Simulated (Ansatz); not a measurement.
The relaxed structure here is a generated cell of ScIr: the first start was made by placing the elements on the sites of a structure type, and the end was not matched to a known phase here, so it may be hypothetical.

One starting cell of ScIr (a generated trial cell of ScIr in the AFLOW prototype AB_cP8_198_a_a (B20, as in FeSi)) was relaxed twice with Ansatz (plane waves, PAW, scalar-relativistic): with PBEsol at 420 eV and with PBE at 420 eV. The PBEsol result:

```xyz
8
Lattice="5.1240 0.0000 0.0000 0.0000 5.1240 0.0000 0.0000 0.0000 5.1240" Properties=species:S:1:pos:R:3 pbc="T T T"
Sc     0.8103     0.8103     0.8103
Sc     3.3723     1.7518     4.3138
Sc     4.3138     3.3723     1.7518
Sc     1.7518     4.3138     3.3723
Ir     4.3335     4.3335     4.3335
Ir     1.7715     3.3525     0.7905
Ir     0.7905     1.7715     3.3525
Ir     3.3525     0.7905     1.7715
```

| quantity | PBEsol | PBE |
|---|---|---|
| space group | P2₁3 | P2₁3 |
| volume (Å³/atom) | 16.82 | ___ |
| a (Å) | 5.124 | ___ |
| gap (eV, no spin-orbit coupling) | 0.00 | ___ |
| highest phonon at the sampled q (cm⁻¹) | 310 | ___ |
| softest mode (cm⁻¹) | no imaginary mode | ___ |

Fill in the PBE column.


- volume (Å³/atom), PBE: 17.48
- a (Å), PBE: 5.191
- gap (eV, no spin-orbit coupling), PBE: 0.00
- highest phonon at the sampled q (cm⁻¹), PBE: 300
- softest mode (cm⁻¹), PBE: no imaginary mode

Both levels end in the same structure; PBE's volume is 4.0 % larger. Neither column is exact.

No spin polarisation in the result. Without spin-orbit coupling the bands of the heavy element are not split, so the gap can be far off.

The run could not lose the symmetry of its start, so the end can be a saddle point.

Ansatz is an electronic-structure program.
